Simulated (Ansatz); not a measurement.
## Si₂Mo (P6_222), two-dimensional strain map

Computed with DFT r2SCAN, scalar-relativistic, plane waves, PAW in Ansatz. Cutoff 500 eV, Γ-centred 12×12×6 k-points, Gaussian smearing of 0.03 eV. No spin polarisation. Energies are free energies at this smearing, counted from the undisturbed cell; pressure is positive in compression.

The undisturbed cell (relaxed at this level; this form isn't the usual structure):

```xyz
9
Lattice="4.5840 0.0000 0.0000 -2.2920 3.9698 0.0000 0.0000 0.0000 6.5768" Properties=species:S:1:pos:R:3 pbc="T T T"
Si   -1.1653    3.3193    5.4807
Si    1.1267    0.6505    1.0961
Si    2.2920    2.6688    3.2884
Si    3.4573    0.6505    5.4807
Si    1.1653    3.3193    1.0961
Si    0.0000    1.3010    3.2884
Mo    2.2920    0.0000    3.2884
Mo   -1.1460    1.9849    1.0961
Mo    1.1460    1.9849    5.4807
```

The cell is strained by p along both x and y and by q along z, fractional coordinates fixed. Points are written (p, q).

Energy above the undisturbed cell in meV/atom (a dash: not computed):

```csv
p \ q,-0.030,0.000,0.030
-0.030,82.9,42.9,39.0
0.000,18.4,0.0,15.3
0.030,33.9,34.9,–
```

Pressure in GPa:

```
 p \ q  -0.030  0.000  0.030
-0.030    24.8   15.4    7.8
 0.000     8.0    0.0   -6.3
 0.030    -4.2  -10.9      –
```

Gap on the k-mesh in eV:

```csv
p \ q,-0.030,0.000,0.030
-0.030,0.09,0.20,0.33
0.000,0.11,0.16,0.24
0.030,0.17,0.16,–
```